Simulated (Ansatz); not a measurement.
Consider the following.

P:
Space group Fd-3m, origin choice 1 (No. 227); a = 5.3806 Å, b = 5.3806 Å, c = 5.3806 Å, α = 90.00°, β = 90.00°, γ = 90.00°

```json
[
 {"atom": "P", "site": "8b", "symmetry": "-43m", "x": "0.5000", "y": "0.5000", "z": "0.5000"}
]
```
(The calculation used a cell of 2 atoms; values per cell refer to that cell.)

This is the PBEsol-relaxed structure.

All from PBEsol (plane waves, PAW; program Ansatz), unless another level is named. Give the bulk modulus (Birch–Murnaghan fit).

482 kbar.

Give the highest zone-centre frequency.

224 cm^-1.

The start of the workflow was typed in or built on a structure type; neither database checked (COD, Materials Project) lists it. It is not the phase usual at ambient conditions (space group No. 64). The cell was relaxed with PBEsol under the symmetry of its start. At this level the phase is mechanically unstable. As this level gives no gap, phonon frequencies hold no LO–TO term and depend on the k-mesh and smearing (Fermi–Dirac, 0.1 eV here).

Potentials: the later of the program's two PAW sets.
